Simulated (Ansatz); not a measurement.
One crystal and one scan (energy over volume and axial ratio) at two levels, PBE (plane waves to 420 eV, PAW, scalar-relativistic; Ansatz, an electronic-structure program) and PBEsol (plane waves to 420 eV, PAW, scalar-relativistic; Ansatz), each from its own relaxed cell and on its own mesh.

The crystal is MoSi₂ (MoSi2 type, space group I4/mmm); volume and axial ratio are varied about the relaxed values (subscript 0).

E stands for the smeared free energy. MoSi2 is run without spin polarisation. MoSi2 was relaxed with its symmetry unable to fall. As the atoms are clamped, bonds stretch with the cell, which overstates energies and stresses. With partly filled bands, the response to shear is sensitive to the k mesh, so small differences along c/a are uncertain. Both scans cover V/V₀ from 0.960 to 1.040 and (c/a)/(c/a)₀ from 0.880 to 1.120.

```tsv
quantity	run 1	run 2
Lattice constant a (Å)	3.190	3.217
Lattice constant c (Å)	7.821	7.873
Relaxed volume (Å³/atom)	13.27	13.58
Modulus against c/a change at fixed volume, (3/4V)·∂²E/∂(ln c/a)² (fit, atoms clamped) (GPa)	201	190
```

Question: Which run is which level?

Answer: Run 2 is PBE, run 1 is PBEsol. PBE gives the higher value for: lattice constant a; lattice constant c; relaxed volume. PBE gives the lower value for: modulus against c/a change at fixed volume.

(A scan under strain: stresses follow from slopes of the energy per volume, elastic moduli from its curvatures.)
